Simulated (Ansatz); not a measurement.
One crystal and one scan (energy over volume and axial ratio) at two levels, PBE-D3(BJ) (plane waves to 420 eV, PAW, scalar-relativistic; Ansatz, a quantum-chemistry and plane-wave program) and r2SCAN+rVV10 (plane waves to 500 eV, PAW, scalar-relativistic; Ansatz), each from its own relaxed cell and on its own mesh. The cell shown is that of PBE-D3(BJ).

WS2 (2H-MoS2 type, space group P6_3/mmc)

```
WS2
1.0
    3.15429     0.00000     0.00000
   -1.57715     2.73170     0.00000
    0.00000     0.00000    12.14086
W S
2 4
Cartesian
  0.00000   1.82113   3.03522
  1.57715   0.91057   9.10565
  0.00000   1.82113   7.53098
  1.57715   0.91057   1.46054
  1.57715   0.91057   4.60989
  0.00000   1.82113  10.68032
```

The relaxed cell is deformed in two ways at once: its volume V is scaled, and at that volume it is stretched along z (the c axis of the conventional cell) so that c/a changes. Fractional atomic positions are held.

The energy includes the smearing's −TS. Spin-orbit coupling is left out, though W is heavy. The PAW data are Ansatz's earlier set. WS2 is run without spin polarisation. WS2 was relaxed with its symmetry unable to fall. As the atoms are clamped, bonds stretch with the cell, which overstates energies and stresses. Percentages come from the unrounded values. Both scans cover V/V₀ from 0.920 to 1.080 and (c/a)/(c/a)₀ from 0.920 to 1.080.

| quantity | PBE-D3(BJ) | r2SCAN+rVV10 | PBE-D3(BJ) − r2SCAN+rVV10 |
|---|---|---|---|
| Lattice constant a (Å) | 3.154 | 3.170 | -0.016 (-0.5 %) |
| Lattice constant c (Å) | 12.14 | 12.49 | -0.35 (-2.8 %) |
| Relaxed volume (Å³/atom) | 17.44 | 18.12 | -0.68 (-3.8 %) |
| Band gap of the relaxed cell, no spin-orbit coupling (eV) | 0.88 | 1.13 | -0.25 (-22 %) |
| Modulus against c/a change at fixed volume, (3/4V)·∂²E/∂(ln c/a)² (fit, atoms clamped) (GPa) | 99 | 99 | 0 |

PBE-D3(BJ) gives the lower value for: lattice constant a; lattice constant c; relaxed volume; band gap of the relaxed cell, no spin-orbit coupling. They agree on: modulus against c/a change at fixed volume (within 1.5 %).

(Under strain, the slope of the energy per volume gives the stress and its curvature an elastic modulus.)
